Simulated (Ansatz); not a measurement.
Ti (hcp, Mg type)

```
Ti
1.0
    2.93914     0.00000     0.00000
   -1.46957     2.54537     0.00000
    0.00000     0.00000     4.65010
Ti
2
Direct
  0.33333   0.66667   0.75000
  0.66667   0.33333   0.25000
```

A phonon eigenvector at Γ is frozen into this cell: atom i moves by Q times the vector below, so Q is the largest atomic displacement, in Å. The cell is held. It is one choice among 2 degenerate patterns.

```
atom      x       y      z
----  -----  ------  -----
Ti1   0.000  -1.000  0.000
Ti2   0.000   1.000  0.000
```

The numbers are results of PBE (plane waves to 420 eV, PAW, scalar-relativistic; Ansatz, a quantum-chemistry and plane-wave program), not measurements. k mesh 18×18×10 (Γ-centred), Fermi-Dirac smearing 0.05 eV. E stands for the smeared free energy. With partly filled bands, energies and forces of such displacements shift with the k mesh and the smearing. Ti is run without spin polarisation. Ti was relaxed with its symmetry unable to fall. The zero of ΔE is the undisplaced structure.

The scan covers Q from -0.100 to 0.100 Å in 13 points.

**Question.** Is the energy the same for displacements of ±0.100 Å, and if not, which side lies higher?

**Answer.** Not even: the negative side lies higher at ±0.100 Å.

**Question.** Is this a single well or a double well?

**Answer.** A single well with its minimum at or next to zero displacement.

**Question.** Which space group does the distorted structure have?

**Answer.** Cmcm (No. 63), lowered from P6_3/mmc.

**Question.** What is the energy change at Q = 0.100 Å?

**Answer.** 28.1 meV/cell.

**Question.** What harmonic wavenumber does the curvature at Q = 0 give?

**Answer.** 131 cm⁻¹.

(For displaced atoms, the force is minus the slope of the energy, and its curvature is a force constant, which sets phonon frequencies.)
